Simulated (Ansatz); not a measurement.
LuNiC₂:
```
CELL_PARAMETERS angstrom
      0.00000     2.22841    -2.96076
      0.00000     2.22841     2.96076
      3.45954     0.00000     0.00000
ATOMIC_POSITIONS crystal
  Lu 0.00163 0.99837 0.00000
  Ni 0.61065 0.38935 0.50000
  C  0.45535 0.85264 0.50000
  C  0.14736 0.54465 0.50000
```

Relaxed with r²SCAN. Special points in fractions of this cell's reciprocal vectors: Γ (0.000, 0.000, 0.000); Y (-0.500, 0.500, 0.000); C0 (-0.392, 0.608, 0.000); Σ0 (0.392, 0.392, 0.000); Z (0.000, 0.000, 0.500); A0 (0.392, 0.392, 0.500); E0 (-0.392, 0.608, 0.500); T (-0.500, 0.500, 0.500); S (0.000, 0.500, 0.000); R (0.000, 0.500, 0.500).

List the band energies nearest the Fermi level at these points for r²SCAN in the plane-wave PAW code Ansatz.

In eV from the Fermi level; about four levels below and three above (degenerate sets whole), none deeper than 8.9 eV; points with the same levels are listed once.

```csv
k,below,above
Γ,-2.92 -2.62 -2.37 -1.54,0.34 0.67 2.18
Y,-3.75 -3.53 -2.59 -1.33,1.55 2.19 2.88
C0,-3.45 -3.32 -2.85 -1.29,0.80 2.21 2.69
Z,-3.00 -1.97 -0.87 -0.86,0.07 2.16 4.64
A0,-2.80 -2.03 -1.84 -0.82,1.62 3.91 5.63
T,-2.58 -1.85 -1.84 -0.98,1.71 4.58 5.71
S,-3.29 -2.90 -2.24 -1.89,0.29 1.49 2.77
R,-3.08 -2.00 -1.66 -1.25,2.61 3.05 5.45
```

Space group Amm2. The first step of the workflow began from a Materials Project structure, measured or hypothetical; the Crystallography Open Database copy checked does not list it. Its standing as an ambient phase is unchecked. The r²SCAN relaxation kept the symmetry of its start; whether a distortion lowers the energy is not shown. No spin polarisation was allowed. Scalar-relativistic: spin–orbit coupling is off unless named, which matters more the heavier the elements.

Potentials: the later of the program's two PAW sets.
